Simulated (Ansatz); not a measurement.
## ZrGeSe, a database entry at a rescaled volume

```xyz
6
Lattice="3.7264 0.0000 0.0000 0.0000 3.7264 0.0000 0.0000 0.0000 8.3212" Properties=species:S:1:pos:R:3 pbc="T T T"
Ge    0.0000    0.0000    0.0000
Ge    1.8632    1.8632    0.0000
Zr    0.0000    1.8632    2.2301
Zr    1.8632    0.0000    6.0911
Se    0.0000    1.8632    5.1425
Se    1.8632    0.0000    3.1787
```

Method: r2SCAN, no spin polarisation; PAW, plane waves to 500 eV, 9×9×4 Γ-centred mesh, fermi-dirac occupations (width 0.0583 eV) (Ansatz 0.2.0), atoms fixed.

Problem. Is the cell too large or too small?

Solution. The pressure is -0.3 GPa (compression positive), so with the atoms held at these fractions the cell is close to zero pressure. The principal stresses -1.2, 0.2, 0.2 GPa differ, so its shape would change too.

Problem. Give the Bader charges.

Solution. Bader charges in e: Zr +1.74, Ge -0.62, Se -1.12. In the mean Zr gives up most and Se takes most.

Problem. Metal or insulator?

Solution. It is a metal, with about 0.41 states/eV a cell as the mean within 0.25 eV of the Fermi level, mostly Zr d (62 %) and Ge p (20 %).

Problem. What do density and ELF say about some of the short contacts?

Solution. Ge–Ge at 2.63 Å: least valence density 0.34 e/Å³ and ELF 0.56 there. Zr–Se at 2.80 Å: least valence density 0.29 e/Å³ and ELF 0.28 there. Ge–Zr at 2.91 Å: least valence density 0.26 e/Å³ and ELF 0.34 there. Both are smooth PAW fields, read partly inside the augmentation spheres.

Origin: a database entry at a rescaled volume.
